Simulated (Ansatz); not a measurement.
CaScO2F:
```cif
data_CaFO2Sc
_chemical_formula_sum 'Ca1 Sc1 O2 F1'
_space_group_name_H-M_alt 'P 1'
_space_group_IT_number 1
_cell_length_a 4.07597
_cell_length_b 4.07597
_cell_length_c 3.97517
_cell_angle_alpha 90.000
_cell_angle_beta 90.000
_cell_angle_gamma 90.000
loop_
_space_group_symop_operation_xyz
  'x, y, z'
loop_
_atom_site_label
_atom_site_type_symbol
_atom_site_fract_x
_atom_site_fract_y
_atom_site_fract_z
_atom_site_occupancy
Ca1 Ca 0.50000 0.50000 0.50000 1
Sc1 Sc 0.00000 0.00000 0.00000 1
O1 O 0.50000 0.00000 0.00000 1
O2 O 0.00000 0.50000 0.00000 1
F1 F 0.00000 0.00000 0.50000 1
```

Relaxed with r²SCAN. Plane-wave PAW r²SCAN (Ansatz code) gives a gap of 3.42 eV.

Problem. What gap does HSE06 give on the same cell (Ansatz, PAW)?

Solution. 4.25 eV, 0.83 eV more. The hybrid was solved on a coarser mesh and at special points; the gap given is the minimum over both.

| k | v1 r²SCAN | c1 r²SCAN | v1 HSE06 | c1 HSE06 |
|---|---|---|---|---|
| Γ | -0.45 | 3.42 | -0.55 | 4.25 |
| Z | -0.52 | 4.68 | -0.62 | 5.92 |
| M | -0.11 | 4.83 | (withheld) | (withheld) |
| A | 0.00 | 4.49 | (withheld) | (withheld) |
| R | -1.17 | 4.79 | (withheld) | (withheld) |
| X | -1.09 | 4.39 | (withheld) | (withheld) |

Problem. Top valence (v1) and lowest conduction level (c1) in eV from each method's valence maximum (which need not be a listed point): supply the withheld HSE06 values.

Solution. 
- X, v1 HSE06: -1.29
- X, c1 HSE06: 5.70
- M, v1 HSE06: -0.11
- M, c1 HSE06: 6.13
- R, v1 HSE06: -1.39
- R, c1 HSE06: 6.10
- A, v1 HSE06: 0.00
- A, c1 HSE06: 5.72

Cost on shared cores: the r²SCAN run (SCF on a 7×7×7 mesh, then bands and DOS) around 70 core-seconds (rough), the HSE06 run (SCF on 4×4×4, then a few points) around 2.5 core-minutes (rough); the tasks are unlike.

Space group P4/mmm. The start of the workflow was typed in or built on a structure type; neither database checked (COD, Materials Project) lists it. Whether it is the stable phase at ambient conditions was not checked. The r²SCAN relaxation kept the symmetry of its start; whether a distortion lowers the energy is not shown. The run is not spin-polarised.

Potentials: the earlier of the program's two PAW sets. The files were generated under PBE; for other functionals the program regenerates the frozen cores, and for LDA and PBEsol the local potential too.
